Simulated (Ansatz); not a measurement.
**Clamped-ion strain scan in Hf**

Computed with DFT PBEsol, scalar-relativistic, plane waves, PAW in Ansatz. Settings: plane waves to 420 eV, k-mesh 18×18×18 (Γ-centred), Gaussian smearing 0.15 eV. Spin–orbit coupling is left out, which can shift energies with elements as heavy as these. No spin polarisation. Energies are free energies at this smearing, counted from the undisturbed cell; pressure is positive in compression.

The starting cell (as given, not relaxed at this level; it stands at -9.0 GPa; this bcc form isn't the usual structure):

```
Hf
1.0
    -1.80500    1.80500    1.80500
     1.80500   -1.80500    1.80500
     1.80500    1.80500   -1.80500
Hf
1
Direct
  0.00000 0.00000 0.00000
```

The cell is strained by ε times the Voigt pattern (0, 0, 1, 0, 0, 0) (xx, yy, zz, yz, xz, xy; engineering shear) with fractional coordinates fixed. The cell is metallic on the mesh throughout. At -9 GPa the given cell is far from its own equilibrium, so these figures belong to a strongly strained crystal.

| ε | ΔE (meV/atom) | stress summed along the pattern (GPa, tension positive) | pressure (GPa) |
| --- | --- | --- | --- |
| -0.1000 | -89.5 | 1.63 | 0.8 |
| -0.0750 | -77.7 | 4.61 | -2.0 |
| -0.0500 | -57.1 | 6.48 | -4.7 |
| -0.0250 | -30.8 | ? | ? |
| 0.0000 | 0.0 | 9.01 | -9.0 |
| 0.0250 | 35.0 | 10.01 | -10.7 |
| 0.0500 | 73.2 | 10.77 | -12.2 |
| 0.0750 | 113.9 | 11.41 | -13.5 |
| 0.0875 | 135.1 | ? | ? |
| 0.1000 | 156.9 | ? | ? |

Q: Give the withheld values.

A: stress summed along the pattern (GPa, tension positive) at ε = -0.0250: 7.79; pressure (GPa) at ε = -0.0250: -7.0; stress summed along the pattern (GPa, tension positive) at ε = 0.0875: 11.71; pressure (GPa) at ε = 0.0875: -14.1; stress summed along the pattern (GPa, tension positive) at ε = 0.1000: 12.01; pressure (GPa) at ε = 0.1000: -14.7.